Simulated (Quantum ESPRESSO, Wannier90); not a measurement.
# Tight-binding from DFT: HfO₂ (P2₁/c)

Cell from Materials Project (mp-352), symmetrised, no further relaxation. COD (Crystallography Open Database) has the formula in 3 space groups, this one among them (matched by group alone). Method: LDA plane waves in Quantum ESPRESSO 7.5 (PseudoDojo norm-conserving files, 68 Ry, no spin polarisation, no spin-orbit coupling), Bloch states on a 4×4×4 mesh through Γ, Wannier90 4.0.1. Density: 6×6×6 mesh, Gaussian smearing 0.01 Ry. Spin-orbit coupling is left out although heavy elements are present.

On the energy scale of pw.x, whose zero is arbitrary, the valence-band maximum lies at 10.51 eV.

Input w.win:

```
num_bands = 72
num_wann = 44
exclude_bands = 1-24
num_iter = 0
conv_tol = 1.0e-6
conv_window = 4
dis_num_iter = 1000
dis_conv_tol = 1.0e-6
dis_froz_max = 15.96
write_hr = true
write_u_matrices = true
begin projections
Hf: d
O: p
end projections
begin unit_cell_cart
ang
    5.0941800000    0.0000000000    0.0000000000
    0.0000000000    5.1506400000    0.0000000000
   -0.8761660000    0.0000000000    5.2029540000
end unit_cell_cart
begin atoms_frac
Hf   0.2761400000  0.4580600000 -0.2920900000
Hf  -0.2761400000 -0.4580600000  0.2920900000
Hf  -0.2761400000 -0.0419400000 -0.2079100000
Hf   0.2761400000  0.0419400000  0.2079100000
O    0.4480000000 -0.2574700000 -0.0214200000
O   -0.4480000000  0.2574700000  0.0214200000
O   -0.4480000000  0.2425300000 -0.4785800000
O    0.4480000000 -0.2425300000  0.4785800000
O    0.0683600000  0.3307600000  0.3462500000
O   -0.0683600000 -0.3307600000 -0.3462500000
O   -0.0683600000 -0.1692400000  0.1537500000
O    0.0683600000  0.1692400000 -0.1537500000
end atoms_frac
mp_grid = 4 4 4
begin kpoints
0.0000000000 0.0000000000 0.0000000000
0.0000000000 0.0000000000 0.2500000000
0.0000000000 0.0000000000 0.5000000000
... (61 more lines: the 4x4x4 mesh through Gamma)
end kpoints
```

Input of pw2wannier90.x that gives the overlap and projection files (equivalent; here they were cut from one run over all bands):

```
&inputpp
  outdir = './out'
  prefix = 'pwscf'
  seedname = 'w'
  write_amn = .true.
  write_mmn = .true.
/
```

Output w.wout (banner and timings cut):

```
                                    ------
                                    SYSTEM
                                    ------

                              Lattice Vectors (Ang)
                    a_1     5.094180   0.000000   0.000000
                    a_2     0.000000   5.150640   0.000000
                    a_3    -0.876166   0.000000   5.202954

                   Unit Cell Volume:     136.51660  (Ang^3)

                        Reciprocal-Space Vectors (Ang^-1)
                    b_1     1.233405  -0.000000   0.207703
                    b_2     0.000000   1.219884  -0.000000
                    b_3     0.000000   0.000000   1.207619

 *----------------------------------------------------------------------------*
 |   Site       Fractional Coordinate          Cartesian Coordinate (Ang)     |
 +----------------------------------------------------------------------------+
 | hf   1   0.27614   0.45806  -0.29209   |    1.66263   2.35930  -1.51973    |
 | hf   2  -0.27614  -0.45806   0.29209   |   -1.66263  -2.35930   1.51973    |
 | hf   3  -0.27614  -0.04194  -0.20791   |   -1.22454  -0.21602  -1.08175    |
 | hf   4   0.27614   0.04194   0.20791   |    1.22454   0.21602   1.08175    |
 | o    1   0.44800  -0.25747  -0.02142   |    2.30096  -1.32614  -0.11145    |
 | o    2  -0.44800   0.25747   0.02142   |   -2.30096   1.32614   0.11145    |
 | o    3  -0.44800   0.24253  -0.47858   |   -1.86288   1.24918  -2.49003    |
 | o    4   0.44800  -0.24253   0.47858   |    1.86288  -1.24918   2.49003    |
 | o    5   0.06836   0.33076   0.34625   |    0.04487   1.70363   1.80152    |
 | o    6  -0.06836  -0.33076  -0.34625   |   -0.04487  -1.70363  -1.80152    |
 | o    7  -0.06836  -0.16924   0.15375   |   -0.48295  -0.87169   0.79995    |
 | o    8   0.06836   0.16924  -0.15375   |    0.48295   0.87169  -0.79995    |
 *----------------------------------------------------------------------------*
                                ------------
                                K-POINT GRID
                                ------------

             Grid size =  4 x  4 x  4      Total points =   64

 *---------------------------------- MAIN ------------------------------------*
 |  Number of Wannier Functions               :                44             |
 |  Number of Objective Wannier Functions     :                44             |
 |  Number of input Bloch states              :                72             |
 |  Output verbosity (1=low, 5=high)          :                 1             |
 |  Timing Level (1=low, 5=high)              :                 1             |
 |  Optimisation (0=memory, 3=speed)          :                 3             |
 |  Length Unit                               :               Ang             |
 |  Post-processing setup (write *.nnkp)      :                 F             |
 |  Using Gamma-only branch of algorithms     :                 F             |
 *----------------------------------------------------------------------------*
 *------------------------------- WANNIERISE ---------------------------------*
 |  Total number of iterations                :                 0             |
 |  Number of CG steps before reset           :                 5             |
 |  Trial step length for line search         :             2.000             |
 |  Convergence tolerence                     :         0.100E-05             |
 |  Convergence window                        :                 4             |
 |  Iterations between writing output         :                 1             |
 |  Iterations between backing up to disk     :               100             |
 |  Write r^2_nm to file                      :                 F             |
 |  Write xyz WF centres to file              :                 F             |
 |  Write on-site energies <0n|H|0n> to file  :                 F             |
 |  Use guiding centre to control phases      :                 F             |
 |  Use phases for initial projections        :                 F             |
 *----------------------------------------------------------------------------*
 *------------------------------- DISENTANGLE --------------------------------*
 |  Using band disentanglement                :                 T             |
 |  Total number of iterations                :              1000             |
 |  Mixing ratio                              :             0.500             |
 |  Convergence tolerence                     :         1.000E-06             |
 |  Convergence window                        :                 3             |
 *----------------------------------------------------------------------------*
 *-------------------------------- PLOTTING ----------------------------------*
 |  Plotting Hamiltonian in WF basis          :                 T             |
 *----------------------------------------------------------------------------*

       ... (k-mesh section left out)

 Starting a new Wannier90 calculation ...

 Reading overlaps from w.mmn

 Reading projections from w.amn

 *------------------------------- DISENTANGLE --------------------------------*
 +----------------------------------------------------------------------------+
 |                              Energy  Windows                               |
 |                              ---------------                               |
 |                   Outer:    4.77591  to   33.98540  (eV)                   |
 |                   Inner:    4.77591  to   15.96000  (eV)                   |
 +----------------------------------------------------------------------------+
   Number of target bands to extract:   44

                   Unitarised projection of Wannier functions
                   ------------------------------------------
   A_mn = <psi_m|g_n> --> S = A.A^+ --> U = S^-1/2.A
   In dis_project... done
   Using an inner window (linner = T)
   In dis_proj_froz... done

                   Extraction of optimally-connected subspace
                   ------------------------------------------
 +---------------------------------------------------------------------+<-- DIS
 |  Iter     Omega_I(i-1)      Omega_I(i)      Delta (frac.)           |<-- DIS
 +---------------------------------------------------------------------+<-- DIS
       1      47.30016683      45.93438479       2.973E-02    <-- DIS
       2      46.08650492      45.55437023       1.168E-02    <-- DIS
       3      45.70446211      45.29319302       9.080E-03    <-- DIS
       4      45.40807615      45.09962565       6.839E-03    <-- DIS
       5      45.18261826      44.95152133       5.141E-03    <-- DIS
       6      45.01057706      44.83563755       3.902E-03    <-- DIS
       ... (lines left out)
      77      44.23310813      44.23306474       9.808E-07    <-- DIS
      78      44.23289182      44.23285441       8.458E-07    <-- DIS
      79      44.23268307      44.23265127       7.190E-07    <-- DIS

             <<<      Delta < 1.000E-06  over  3 iterations     >>>
             <<< Disentanglement convergence criteria satisfied >>>

        Final Omega_I    44.23265127 (Ang^2)

 +----------------------------------------------------------------------------+

 Writing checkpoint file w.chk... done

 *------------------------------- WANNIERISE ---------------------------------*
 +--------------------------------------------------------------------+<-- CONV
 | Iter  Delta Spread     RMS Gradient      Spread (Ang^2)            |<-- CONV
 +--------------------------------------------------------------------+<-- CONV

 ------------------------------------------------------------------------------
 Initial State
  WF centre and spread    1  (  1.702518,  2.352531, -1.409994 )     1.47841700
  WF centre and spread    2  (  1.597060,  2.385370, -1.424592 )     1.38928196
  WF centre and spread    3  (  1.644768,  2.352120, -1.548850 )     1.23418539
  WF centre and spread    4  (  1.762903,  2.316077, -1.515247 )     1.52202965
  WF centre and spread    5  (  1.731176,  2.371794, -1.512497 )     1.25467191
  WF centre and spread    6  ( -1.702518, -2.352531,  1.409994 )     1.47841702
  WF centre and spread    7  ( -1.597060, -2.385370,  1.424592 )     1.38928196
  WF centre and spread    8  ( -1.644768, -2.352120,  1.548850 )     1.23418538
  WF centre and spread    9  ( -1.762903, -2.316077,  1.515247 )     1.52202966
  WF centre and spread   10  ( -1.731176, -2.371794,  1.512497 )     1.25467192
  WF centre and spread   11  ( -1.264435, -0.222789, -1.191483 )     1.47841702
  WF centre and spread   12  ( -1.158977, -0.189950, -1.176885 )     1.38928195
  WF centre and spread   13  ( -1.206685, -0.223200, -1.052627 )     1.23418538
  WF centre and spread   14  ( -1.324820, -0.259243, -1.086230 )     1.52202965
  WF centre and spread   15  ( -1.293093, -0.203526, -1.088980 )     1.25467190
  WF centre and spread   16  (  1.264435,  0.222789,  1.191483 )     1.47841702
  WF centre and spread   17  (  1.158977,  0.189950,  1.176885 )     1.38928195
  WF centre and spread   18  (  1.206685,  0.223200,  1.052627 )     1.23418538
  WF centre and spread   19  (  1.324820,  0.259243,  1.086230 )     1.52202965
  WF centre and spread   20  (  1.293093,  0.203526,  1.088980 )     1.25467191
  WF centre and spread   21  (  2.305486, -1.331770, -0.105908 )     0.76835190
  WF centre and spread   22  (  2.281064, -1.322636, -0.111310 )     0.73218796
  WF centre and spread   23  (  2.305733, -1.322693, -0.110354 )     0.76746071
  WF centre and spread   24  ( -2.305486,  1.331770,  0.105908 )     0.76835190
  WF centre and spread   25  ( -2.281064,  1.322636,  0.111310 )     0.73218797
  WF centre and spread   26  ( -2.305733,  1.322693,  0.110354 )     0.76746071
  WF centre and spread   27  ( -1.867403,  1.243550, -2.495569 )     0.76835190
  WF centre and spread   28  ( -1.842981,  1.252684, -2.490167 )     0.73218797
  WF centre and spread   29  ( -1.867650,  1.252627, -2.491123 )     0.76746071
  WF centre and spread   30  (  1.867403, -1.243550,  2.495569 )     0.76835190
  WF centre and spread   31  (  1.842981, -1.252684,  2.490167 )     0.73218796
  WF centre and spread   32  (  1.867650, -1.252627,  2.491123 )     0.76746070
  WF centre and spread   33  (  0.051743,  1.704092,  1.790767 )     0.73373133
  WF centre and spread   34  (  0.031184,  1.706072,  1.803554 )     0.79527614
  WF centre and spread   35  (  0.043686,  1.700231,  1.799842 )     0.77399814
  WF centre and spread   36  ( -0.051743, -1.704092, -1.790767 )     0.73373134
  WF centre and spread   37  ( -0.031184, -1.706072, -1.803554 )     0.79527614
  WF centre and spread   38  ( -0.043686, -1.700231, -1.799842 )     0.77399814
  WF centre and spread   39  ( -0.489826, -0.871228,  0.810710 )     0.73373133
  WF centre and spread   40  ( -0.469267, -0.869248,  0.797923 )     0.79527614
  WF centre and spread   41  ( -0.481769, -0.875089,  0.801635 )     0.77399815
  WF centre and spread   42  (  0.489826,  0.871228, -0.810710 )     0.73373133
  WF centre and spread   43  (  0.469267,  0.869248, -0.797923 )     0.79527614
  WF centre and spread   44  (  0.481769,  0.875089, -0.801635 )     0.77399814
  Sum of centres and spreads ( -0.000000,  0.000000, -0.000000 )    45.79836841

      0     0.458E+02     0.0000000000       45.7983684118  <-- CONV
        O_D=      0.0024706 O_OD=      1.5632466 O_TOT=     45.7983684 <-- SPRD
 ------------------------------------------------------------------------------
 Final State
  WF centre and spread    1  (  1.702518,  2.352531, -1.409994 )     1.47841700
  WF centre and spread    2  (  1.597060,  2.385370, -1.424592 )     1.38928196
  WF centre and spread    3  (  1.644768,  2.352120, -1.548850 )     1.23418539
  WF centre and spread    4  (  1.762903,  2.316077, -1.515247 )     1.52202965
  WF centre and spread    5  (  1.731176,  2.371794, -1.512497 )     1.25467191
  WF centre and spread    6  ( -1.702518, -2.352531,  1.409994 )     1.47841702
  WF centre and spread    7  ( -1.597060, -2.385370,  1.424592 )     1.38928196
  WF centre and spread    8  ( -1.644768, -2.352120,  1.548850 )     1.23418538
  WF centre and spread    9  ( -1.762903, -2.316077,  1.515247 )     1.52202966
  WF centre and spread   10  ( -1.731176, -2.371794,  1.512497 )     1.25467192
  WF centre and spread   11  ( -1.264435, -0.222789, -1.191483 )     1.47841702
  WF centre and spread   12  ( -1.158977, -0.189950, -1.176885 )     1.38928195
  WF centre and spread   13  ( -1.206685, -0.223200, -1.052627 )     1.23418538
  WF centre and spread   14  ( -1.324820, -0.259243, -1.086230 )     1.52202965
  WF centre and spread   15  ( -1.293093, -0.203526, -1.088980 )     1.25467190
  WF centre and spread   16  (  1.264435,  0.222789,  1.191483 )     1.47841702
  WF centre and spread   17  (  1.158977,  0.189950,  1.176885 )     1.38928195
  WF centre and spread   18  (  1.206685,  0.223200,  1.052627 )     1.23418538
  WF centre and spread   19  (  1.324820,  0.259243,  1.086230 )     1.52202965
  WF centre and spread   20  (  1.293093,  0.203526,  1.088980 )     1.25467191
  WF centre and spread   21  (  2.305486, -1.331770, -0.105908 )     0.76835190
  WF centre and spread   22  (  2.281064, -1.322636, -0.111310 )     0.73218796
  WF centre and spread   23  (  2.305733, -1.322693, -0.110354 )     0.76746071
  WF centre and spread   24  ( -2.305486,  1.331770,  0.105908 )     0.76835190
  WF centre and spread   25  ( -2.281064,  1.322636,  0.111310 )     0.73218797
  WF centre and spread   26  ( -2.305733,  1.322693,  0.110354 )     0.76746071
  WF centre and spread   27  ( -1.867403,  1.243550, -2.495569 )     0.76835190
  WF centre and spread   28  ( -1.842981,  1.252684, -2.490167 )     0.73218797
  WF centre and spread   29  ( -1.867650,  1.252627, -2.491123 )     0.76746071
  WF centre and spread   30  (  1.867403, -1.243550,  2.495569 )     0.76835190
  WF centre and spread   31  (  1.842981, -1.252684,  2.490167 )     0.73218796
  WF centre and spread   32  (  1.867650, -1.252627,  2.491123 )     0.76746070
  WF centre and spread   33  (  0.051743,  1.704092,  1.790767 )     0.73373133
  WF centre and spread   34  (  0.031184,  1.706072,  1.803554 )     0.79527614
  WF centre and spread   35  (  0.043686,  1.700231,  1.799842 )     0.77399814
  WF centre and spread   36  ( -0.051743, -1.704092, -1.790767 )     0.73373134
  WF centre and spread   37  ( -0.031184, -1.706072, -1.803554 )     0.79527614
  WF centre and spread   38  ( -0.043686, -1.700231, -1.799842 )     0.77399814
  WF centre and spread   39  ( -0.489826, -0.871228,  0.810710 )     0.73373133
  WF centre and spread   40  ( -0.469267, -0.869248,  0.797923 )     0.79527614
  WF centre and spread   41  ( -0.481769, -0.875089,  0.801635 )     0.77399815
  WF centre and spread   42  (  0.489826,  0.871228, -0.810710 )     0.73373133
  WF centre and spread   43  (  0.469267,  0.869248, -0.797923 )     0.79527614
  WF centre and spread   44  (  0.481769,  0.875089, -0.801635 )     0.77399814
  Sum of centres and spreads ( -0.000000,  0.000000, -0.000000 )    45.79836841

         Spreads (Ang^2)       Omega I      =    44.232651267
        ================       Omega D      =     0.002470561
                               Omega OD     =     1.563246584
    Final Spread (Ang^2)       Omega Total  =    45.798368412
```
